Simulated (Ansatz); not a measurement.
Calculated electrostatic potentials at the B nuclei for KB3H8

Cell: an entry of the Crystallography Open Database (COD), ions relaxed with PBE at fixed cell.

```cif
data_KB3H8
_symmetry_space_group_name_H-M 'P2_1/m'
_symmetry_Int_Tables_number 11
_cell_length_a 5.3230
_cell_length_b 8.1280
_cell_length_c 5.5732
_cell_angle_alpha 90.000
_cell_angle_beta 94.628
_cell_angle_gamma 90.000
loop_
_atom_site_label
_atom_site_type_symbol
_atom_site_symmetry_multiplicity
_atom_site_Wyckoff_symbol
_atom_site_fract_x
_atom_site_fract_y
_atom_site_fract_z
K K 2 e 0.2275 0.7500 0.8956
B3 B 4 f 0.2108 0.1397 0.7696
B7 B 2 e 0.3673 0.2500 0.5509
H9 H 4 f 0.3243 0.0761 0.6011
H13 H 4 f 0.3255 0.0878 0.9503
H17 H 4 f 0.9989 0.0866 0.7295
H21 H 2 e 0.2791 0.2500 0.3442
H23 H 2 e 0.5956 0.2500 0.5745
```

One atom of each set is listed.

All values are calculated (Ansatz; DFT, PBE, plane waves and PAW, scalar-relativistic, 420 eV cutoff, Γ-centred 5×4×5 k-points, Fermi–Dirac smearing 0.05 eV), not measured.

The potential at a nucleus is that of all electrons and the other nuclei. A higher potential binds the core electrons more strongly, so differences between sites of one element are the initial-state part of core-level shifts.

Task: Rank the B sites by the potential at the nucleus, lowest first, and give each against the lowest.
A. B3: 3 H at 1.21–1.27 Å, 2 B at 1.77–1.79 Å; also 2 K at 3.23–3.24 Å
B. B7: 4 H at 1.21–1.46 Å, 2 B at 1.77 Å

Result: A (0.00 V), B (1.10 V).
